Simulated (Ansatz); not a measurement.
Input and command of a calculation in Ansatz (plane waves; scalar-relativistic PAW potentials unless the input names others):

```yaml
crystal:
  lattice:
    - [2.9550191569, 0.0, 0.0]
    - [-1.4775095785, 2.5591216586, 0.0]
    - [0.0, 0.0, 4.8003666711]
  atoms:
    - { symbol: Ti, position: [0.6666666667, 0.3333333333, 0.2676510079] }
    - { symbol: Ti, position: [0.3333333333, 0.6666666667, 0.7323489921] }
    - { symbol: O, position: [0.0, 0.0, 0.0] }
basis:
  ecutwfc: 500
kpoints:
  mp_grid: { grid: [18, 18, 10] }
hamiltonian:
  xc: r2scan
scf:
  occupations: { method: methfessel_paxton, width: 5.0 }
  max_iter: 75
output:
  forces: true
  eigenvalues: true
  stress: true
relax:
  adjacent_minimum: "off"
  f_tol: 0.01
  max_steps: 80
  cell: { stress_tol: 0.05 }
```

```bash
ansatz run input.yaml --threads 1 --pin off --max-ram 2560MiB --backend cpu --events-out ev --progress --plain --runs-dir out
```

Abridged log:
```
The last accepted step is kept in <dir> (removed where the run ends without a failure and the disk answers)
band count auto-derived: 33 (N_el = 30.0; filled up to band 15; 19 by the electrons, moments and atoms)
Pseudopotentials: kind: paw
Pseudopotential: Ti, paw, valence charge 12, recommended cutoff 500 eV (meta_gga)
Pseudopotential: O, paw, valence charge 6, recommended cutoff 500 eV (meta_gga)
Functional definition: r2SCAN
Crystal: 3 atoms, lattice volume = 36.302 Å³
Basis set: ecut = 500 eV, 941 PW (Γ), exchange–correlation on 96×96×144 points (64 copies of the dense FFT grid, shifted against one another)
Bands: 33, of which v1, the nominal top of the filled ones, is band 15 counted from 1 (14 counted from 0)
Symmetry: 12 space group operations
Space group: P-3m1 (ITA 164), of the structure as read, at distance tolerance 3.3e-5 Å
k-points: 330 of 3240
Initial density: superposition of atomic densities (neutral atoms: chi_scale 0, normalization atom), corrected by the library's trained network
Initial wavefunctions: pseudopotential atomic-orbital guess
Functional: x = r2scan, c = r2scan; τ floored in thin density (d = 2e-4 eV/Å³)
SCF iter   1: F=—  HF=-5581.330825 eV  |F-HF|=—  |Δ(HF+E_count)|=         —  Δρ=3.68e-2  dr2=8.21e-1  dr2_τ=1.57e-1  ethr=1.77e-3  ⟨swp⟩=4.9  Hψ=44459  notcnv=0
SCF iter   2: F=—  HF=-5581.323206 eV  |F-HF|=—  |Δ(HF+E_count)|=   7.62e-3  S|Δr|=    0.00e0  Δρ=1.85e-2  dr2=2.56e-1  dr2_τ=7.30e-3  ethr=1.77e-3  ⟨swp⟩=1.0  Hψ=13530  notcnv=0
SCF iter   3: F=—  HF=-5581.276712 eV  |F-HF|=—  |Δ(HF+E_count)|=   4.65e-2  S|Δr|=    0.00e0  Δρ=5.61e-3  dr2=2.78e-2  dr2_τ=8.46e-4  ethr=8.54e-4  ⟨swp⟩=1.0  Hψ=10890  notcnv=0
SCF iter   4: F=—  HF=-5581.272731 eV  |F-HF|=—  |Δ(HF+E_count)|=   3.98e-3  S|Δr|=    0.00e0  Δρ=1.50e-3  dr2=1.35e-3  dr2_τ=6.06e-5  ethr=9.26e-5  ⟨swp⟩=1.0  Hψ=13530  notcnv=0
SCF iter   5: F=—  HF=-5581.272761 eV  |F-HF|=—  |Δ(HF+E_count)|=   2.93e-5  S|Δr|=    0.00e0  Δρ=4.16e-4  dr2=5.36e-5  dr2_τ=4.13e-6  ethr=4.49e-6  ⟨swp⟩=2.8  Hψ=16869  notcnv=0
SCF iter   6: F=—  HF=-5581.272778 eV  |F-HF|=—  |Δ(HF+E_count)|=   1.72e-5  S|Δr|=    0.00e0  Δρ=3.30e-4  dr2=3.20e-5  dr2_τ=4.62e-6  ethr=1.79e-7  ⟨swp⟩=2.8  Hψ=19721  notcnv=0
SCF iter   7: F=—  HF=-5581.272772 eV  |F-HF|=—  |Δ(HF+E_count)|=   6.03e-6  S|Δr|=    0.00e0  Δρ=5.62e-5  dr2=1.12e-6  dr2_τ=8.29e-8  ethr=1.07e-7  ⟨swp⟩=2.0  Hψ=14186  notcnv=0
SCF iter   8: F=-5581.272772 eV  HF=-5581.272772 eV  |F-HF|=1.88e-8  |Δ(HF+E_count)|=   5.54e-7  S|Δr|=    0.00e0  Δρ=1.60e-5  dr2=8.93e-8  dr2_τ=4.70e-9  ethr=3.33e-10  ⟨swp⟩=3.0  Hψ=38171  notcnv=0
SCF 1 converged in 8 iterations: F = -5581.272772 eV  dr2 = 8.93e-8
relax step   1: F+E_penalty+E_count = -5581.27277232 eV  Δ(F+E_penalty+E_count) = +0.000e0 eV  max|allowed force component| = 1.320e0 eV/Å  Δτ_max = 0.0000 Å  P = +12.352 GPa  Ω = 36.302 Å³  (8 SCF iters, dr2 threshold 1.00e-7 eV, accepted)
Crystal: 3 atoms, lattice volume = 40.029 Å³
Basis set: ecut = 500 eV, 1039 PW (Γ), exchange–correlation on 96×96×144 points (64 copies of the dense FFT grid, shifted against one another)
Initial density: handed on by an earlier stage of this run
Initial wavefunctions: those handed on with the density
   ...
SCF iter   1: F=—  HF=-5581.528053 eV  |F-HF|=—  |Δ(HF+E_count)|=         —  Δρ=4.22e-4  dr2=4.82e-6  dr2_τ=4.31e-5  ethr=2.32e-8  ⟨swp⟩=3.9  Hψ=71921  notcnv=0
SCF iter   2: F=—  HF=-5581.528148 eV  |F-HF|=—  |Δ(HF+E_count)|=   9.46e-5  S|Δr|=    0.00e0  Δρ=2.26e-4  dr2=2.74e-6  dr2_τ=6.02e-6  ethr=1.61e-8  ⟨swp⟩=2.8  Hψ=22631  notcnv=0
SCF iter   3: F=—  HF=-5581.528187 eV  |F-HF|=—  |Δ(HF+E_count)|=   3.87e-5  S|Δr|=    0.00e0  Δρ=3.98e-5  dr2=9.71e-8  dr2_τ=1.64e-7  ethr=9.14e-9  ⟨swp⟩=2.9  Hψ=21430  notcnv=0
SCF iter   4: F=—  HF=-5581.528187 eV  |F-HF|=—  |Δ(HF+E_count)|=   8.96e-7  S|Δr|=    0.00e0  Δρ=5.65e-6  dr2=8.90e-9  dr2_τ=1.78e-9  ethr=3.24e-10  ⟨swp⟩=2.0  Hψ=19386  notcnv=0
SCF iter   5: F=—  HF=-5581.528187 eV  |F-HF|=—  |Δ(HF+E_count)|=   1.37e-8  S|Δr|=    0.00e0  Δρ=2.85e-6  dr2=4.56e-9  dr2_τ=4.16e-10  ethr=2.97e-11  ⟨swp⟩=3.0  Hψ=22311  notcnv=0
SCF iter   6: F=—  HF=-5581.528187 eV  |F-HF|=—  |Δ(HF+E_count)|=  4.94e-10  S|Δr|=    0.00e0  Δρ=1.24e-6  dr2=7.26e-10  dr2_τ=9.24e-11  ethr=1.52e-11  ⟨swp⟩=1.7  Hψ=12344  notcnv=0
SCF iter   7: F=—  HF=-5581.528187 eV  |F-HF|=—  |Δ(HF+E_count)|=  1.96e-10  S|Δr|=    0.00e0  Δρ=3.62e-7  dr2=9.61e-11  dr2_τ=2.36e-12  ethr=2.42e-12  ⟨swp⟩=2.7  Hψ=14395  notcnv=0
SCF iter   8: F=-5581.528187 eV  HF=-5581.528187 eV  |F-HF|=3.64e-12  |Δ(HF+E_count)|=  9.09e-13  S|Δr|=    0.00e0  Δρ=8.44e-8  dr2=4.79e-12  dr2_τ=2.20e-13  ethr=1.00e-12  ⟨swp⟩=4.7  Hψ=36509  notcnv=0
SCF 6 converged in 8 iterations: F = -5581.528187 eV  dr2 = 4.79e-12
SCF converged after 8 iterations
Stability not checked: this state was not tested for a lower state beside it, because cold or Methfessel-Paxton smearing, or corrected tetrahedra, fill the levels in a way that the test cannot read (fill_not_monotonic; see scf.lower_state_search)
Free energy (F): -5581.528187 eV
Harris-Foulkes:  -5581.528187 eV  (|F-HF|=3.64e-12)
Internal energy: -5577.755005 eV  (E = F + TS)
E sigma→0 (E₀):  -5580.584892 eV
Entropy (-TS):   -3.773183 eV (-1257.728 meV/atom)
Fermi energy:    13.649642 eV
--- Forces (eV/Å), atoms counted from 1 ---
  atom   1  Ti     0.00000000     0.00000000    -0.00215697
  atom   2  Ti     0.00000000     0.00000000     0.00215697
  atom   3  O      0.00000000     0.00000000     0.00000000
--- Stress (GPa, compression-positive) ---
        0.033761       0.000000       0.000000
        0.000000       0.033761       0.000000
        0.000000       0.000000       0.045062
  P = ⅓ Tr σ = 0.0375 GPa (0.375 kbar)
--- Relaxed structure (5 steps of the walk, 5 accepted, 1 SCFs on fresh bases) ---
  F+E_penalty+E_count = -5581.52818746 eV   max|allowed force component| = 2.157e-3 eV/Å   (the final SCF, on the basis selected at the relaxed cell)
  cell:  # Å, volume = 40.3163 Å³
    - [3.04207592, 0.0, 0.0]
    - [-1.52103796, 2.63451502, 0.0]
    - [0.0, 0.0, 5.03049054]
  atoms:
    - { symbol: Ti, position: [0.66666666, 0.33333333, 0.24844994] }
    - { symbol: Ti, position: [0.33333333, 0.66666666, 0.75155005] }
    - { symbol: O, position: [0.0, 0.0, 0.0] }
```

Task: What should be changed?

Result: The fault is a smearing of electronvolts (scf.occupations: {"method": "gaussian", "width": 0.1} → {"method": "methfessel_paxton", "width": 5.0}, the first being the value of the sound run). Setting it back cures it. The run converged all the same, with an energy at zero smearing 37.03 meV/atom above the reference's, a relaxed volume of 13.44 Å³/atom, pressure 0.04 GPa, largest force 0.002 eV/Å, no gap on the mesh, so convergence alone doesn't show that an input is right. A reference run from the same start on usual settings converged, and the end of its own relaxation has a relaxed volume of 12.10 Å³/atom, pressure 0.03 GPa, largest force 0.003 eV/Å, no gap on the mesh.

Time: 110 s on 1 thread of Intel(R) Xeon(R) 6975P-C (Granite Rapids) (shared host), peak memory 0.79 GiB.